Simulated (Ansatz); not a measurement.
This cell of CaF2 (fluorite) is off equilibrium:

```
CaF2
1.0
    0.00000     2.75548     2.97592
    2.75548     0.00000     2.97592
    2.75548     2.75548     0.00000
Ca F
1 2
Direct
  0.00000   0.00000   0.00000
  0.25000   0.25000   0.25000
  0.75000   0.75000   0.75000
```

All values below come from PBE (plane waves to 420 eV, PAW, scalar-relativistic; Ansatz, a quantum-chemistry and plane-wave program). k mesh 10×10×10 (Γ-centred), Fermi-Dirac smearing 0.05 eV. The energy includes the smearing's −TS. Compression counts positive. CaF2 was relaxed with its symmetry unable to fall.

Task: Give the stress tensor in GPa and the pressure.

Result: 
```
   -2.2      0.0      0.0
    0.0     -2.2      0.0
    0.0      0.0    -10.6
```
The pressure, a third of the trace, is -5.0 GPa.

Task: It is the relaxed cell deformed to V/V₀ = 1.080, (c/a)/(c/a)₀ = 1.080, c along z, fractional positions held. What is its energy relative to the relaxed cell?

Result: 38.7 meV/atom.

(Under strain, the slope of the energy per volume gives the stress and its curvature an elastic modulus.)
